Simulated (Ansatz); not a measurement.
# CuSnF6: settings compared (Ansatz)

The command:

```bash
ansatz run input.yaml --threads 1 --pin off --max-ram 2560MiB --backend cpu --events-out ev --progress --plain --runs-dir out
```

The input file (Ansatz 0.2.0, plane waves):

```yaml
crystal:
  lattice:
    - [5.55984396, 0.0, 0.0]
    - [-2.28765907, 4.62264199, 0.0]
    - [-0.23379028, -3.10095422, 4.31321843]
  atoms:
    - { symbol: F, position: [0.748, 0.118, 0.871] }
    - { symbol: F, position: [0.252, 0.882, 0.129] }
    - { symbol: F, position: [0.737, 0.876, 0.266] }
    - { symbol: F, position: [0.263, 0.124, 0.734] }
    - { symbol: Sn, position: [0.5, 0.0, 0.5] }
    - { symbol: Cu, position: [0.0, 0.0, 0.0] }
    - { symbol: F, position: [0.25, 0.497, 0.364] }
    - { symbol: F, position: [0.75, 0.503, 0.636] }
kpoints:
  mp_grid: { grid: [4, 5, 4], shift: [0.5, 0.5, 0.0] }
magnetization:
  spin_polarized: true
scf:
  occupations: { method: fermi_dirac }
hamiltonian:
  pseudopotentials: { kind: paw }
  xc: r2scan
  hubbard:
    projectors: all-electron-ortho-atomic
    sites: [{ species: Cu, l: d, u_eff: 2.67 }]
total_charge: -1
basis:
  ecutwfc: 500
output:
  forces: true
  stress: true
  eigenvalues: true
```

Origin of the cell: a database entry, scaled a little.

The smearing width isn't typed, so it takes its default of 0.1 eV.

Output of this run (shortened):

```
F: projections on atomic orbitals take those of the free atom [He] 2s2 2p5, of charge +0.00 (hamiltonian.pseudopotentials.projection_atoms); the dataset's partial waves leave at most 1.6e-8 o […]
Sn: projections on atomic orbitals take those of the free atom [Kr] 4d10 5s2 5p2, of charge +0.00 (hamiltonian.pseudopotentials.projection_atoms); the dataset's partial waves leave at most 5. […]
Cu: projections on atomic orbitals take those of the free atom [Ne] 3s2 3p6 3d10 4s1, of charge +0.00 (hamiltonian.pseudopotentials.projection_atoms); the dataset's partial waves leave at mos […]
band count auto-derived: 47 (N_el = 76.0; filled up to band 38; 46 by the electrons, moments and atoms)
Pseudopotentials: kind: paw
Pseudopotential: F, paw, valence charge 7, recommended cutoff 500 eV (meta_gga), F.paw.azcp
Pseudopotential: Sn, paw, valence charge 14, recommended cutoff 500 eV (meta_gga), Sn.paw.azcp
Pseudopotential: Cu, paw, valence charge 19, recommended cutoff 500 eV (meta_gga), Cu.paw.azcp
Functional definition: r2SCAN
  exchange = r2scan_x(k0 = k0, k1 = k1, a1 = a1)
  correlation = r2scan_c
[… 15 lines left out …]
Initial density: superposition of atomic densities (chi_scale 0.1, normalization cell, long waves kept (reshape's long-wave potential 0.07 eV rms))
Functional: x = r2scan, c = r2scan; τ floored in thin density (d = 2e-4 eV/Å³)
SCF iter   1: F=—  HF=-17529.592201 eV  Δρ=7.32e-2  dr2=1.70e1  dr2_τ=1.72e-2  dr2_m=0.00e0  M=0.000 μB ∫|m|=0.000 μB  defer=18
SCF iter   2: F=—  HF=-17525.230575 eV  Δρ=3.13e-2  dr2=3.93e0  dr2_τ=5.54e-2  dr2_m=0.00e0  M=0.000 μB ∫|m|=0.000 μB  defer=140
SCF iter   3: F=—  HF=-17523.069369 eV  Δρ=3.91e-2  dr2=7.96e-1  dr2_τ=8.18e-3  dr2_m=4.40e-1  M=0.872 μB ∫|m|=0.896 μB  defer=135
SCF iter   4: F=—  HF=-17524.017818 eV  Δρ=2.26e-2  dr2=5.48e-1  dr2_τ=6.27e-3  dr2_m=3.67e-1  M=0.006 μB ∫|m|=0.095 μB  defer=216
SCF iter   5: F=—  HF=-17524.055045 eV  Δρ=1.50e-2  dr2=2.06e-1  dr2_τ=2.44e-3  dr2_m=1.41e-1  M=0.009 μB ∫|m|=0.068 μB  defer=223
[… 5 lines left out …]
SCF iter  11: F=—  HF=-17524.160459 eV  Δρ=2.22e-4  dr2=1.96e-4  dr2_τ=6.37e-7  dr2_m=0.00e0  M=0.000 μB ∫|m|=0.000 μB  defer=96
SCF iter  12: F=—  HF=-17524.160437 eV  Δρ=2.76e-5  dr2=6.24e-6  dr2_τ=3.66e-8  dr2_m=0.00e0  M=0.000 μB ∫|m|=0.000 μB  defer=96
SCF iter  13: F=—  HF=-17524.160583 eV  Δρ=1.12e-5  dr2=9.91e-7  dr2_τ=5.84e-9  dr2_m=0.00e0  M=0.000 μB ∫|m|=0.000 μB  defer=96
SCF iter  14: F=—  HF=-17524.160583 eV  Δρ=6.66e-6  dr2=1.70e-7  dr2_τ=8.92e-10  dr2_m=0.00e0  M=0.000 μB ∫|m|=0.000 μB  defer=96
SCF iter  15: F=-17524.160583 eV  HF=-17524.160583 eV  Δρ=5.88e-7  dr2=1.62e-9  dr2_τ=2.13e-11  dr2_m=0.00e0  M=0.000 μB ∫|m|=0.000 μB
SCF 1 converged in 15 iterations: F = -17524.160583 eV  dr2 = 1.62e-9
SCF converged after 15 iterations
Magnetization: 0.0000 μB (38.0000 up, 38.0000 down)
Absolute magnetization: 0.0000 μB (∫|ρ↑−ρ↓|)
Spin contamination: 0.0000 ħ² per cell (⟨S²⟩ above its minimum at these occupations)
Per-site moments (μB) at R_I (Å): [(0.0, 0.814203), (0.0, 0.814203), (0.0, 0.802462), (0.0, 0.802462), (0.0, 0.802462), (0.0, 0.810329), (0.0, 0.810329), (0.0, 0.810329)]
Free energy (F): -17524.160583 eV
Harris-Foulkes:  -17524.160583 eV  (|F-HF|=1.51e-9)
Internal energy: -17524.149692 eV  (E = F + TS)
E sigma→0 (E₀):  -17524.155138 eV
Entropy (-TS):   -0.010892 eV (-1.361 meV/atom)
Fermi energy:    6.478997 eV
--- Per-component energies (eV) ---
  E_band       = -1000.283018
  E_kinetic    = 1750.316073
  E_local      = -11068.503930  (includes V_loc(G=0)·N_el)
  E_nonlocal   = 838.207728
  E_hartree    = 4847.491031
  E_xc         = -933.483572
  E_vxc        = -925.583810  (∫ρ·V_xc dr)
  E_hubbard    = 0.191126  (on-site DFT+U / exact-exchange correction)
  E_vhub       = -12.769686  (the Hubbard potential's part of the band-sum identity)
  E_paw        = -7097.545804  (= ΣΔE_a)
  E_vpaw       = -1343.074971  (= ΣTr[D̂ρ^β])
  E_aug_tail   = 0.006457  (compensation charges beyond the density's cutoff)
  E_vtau       = 66.136682  (kinetic-family band-sum trace: ∫τ·v_τ [+ j·A + Jᵃ·Aᵃ] dr)
  E_ewald      = -5861.074663
[… 10 lines left out …]
  atom   5  Sn     0.000000     0.000000     0.000000
  atom   6  Cu     0.000000     0.000000     0.000000
  atom   7  F      0.105483     0.818827     0.948777
  atom   8  F     -0.105483    -0.818827    -0.948777
  max |Σ_I F_I| component: 0.00e0 eV/Å
--- Stress (GPa, compression-positive) ---
        6.420815      -1.192073       0.250805
       -1.192071       3.310085       1.269197
        0.250807       1.269197       5.010062
  P = ⅓ Tr σ = 4.9137 GPa (49.137 kbar)
Occupation matrices written to <dir>
```

The same input was run again with these changes:

1. `scf.convergence.dr2_threshold` default → 1.0e-09; `scf.mixing.algorithm` default → anderson; `scf.mixing.beta` default → 0.2
2. `basis.xc_grid` default → 3
3. `scf.lower_state_search` default → standard
4. `scf.initial_density.chi_scale` default → 0.3

```tsv
run	end	SCF iterations	P (GPa)	max force component (eV/Å)	moment (μB)	ΔE(σ→0) (meV/atom)
base	converged	15	–	0.949	0.00	0
1	converged	22	–	0.949	0.00	0.00
2	converged	15	–	0.949	0.00	0.01
3	converged	14	–	0.949	0.00	0.00
4	converged	17	–	0.949	0.00	0.00
```

Energies are compared only where functional, datasets, charge and starting cell are the same.

Caveats of the base run: charged cell with a uniform background, whose pressure depends on convention; spin is on but no moment was typed.

The base run took 24 s of wall time on 1 CPU thread(s) of a shared host, from the program's own first density.
